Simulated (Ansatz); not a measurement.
Q: Name crystals whose computed values (r²SCAN (plane waves, PAW; program Ansatz)) fall in these windows: HSE06 gap (eV) 5.3 to 6.5; B₀ by P(V) fit (GPa) 250 to 310; electron conductivity mass (mₑ) 0.33 to 0.44.

A: 

```csv
crystal,HSE06 gap (eV),B₀ by P(V) fit (GPa),electron conductivity mass (mₑ)
"AlN, rock salt",6.08,276,0.39
```
Others may fit too.

Not the usual ambient phase: AlN, rock salt. The cell was relaxed under the symmetry of its start.

Potentials: the later of the program's two PAW sets.
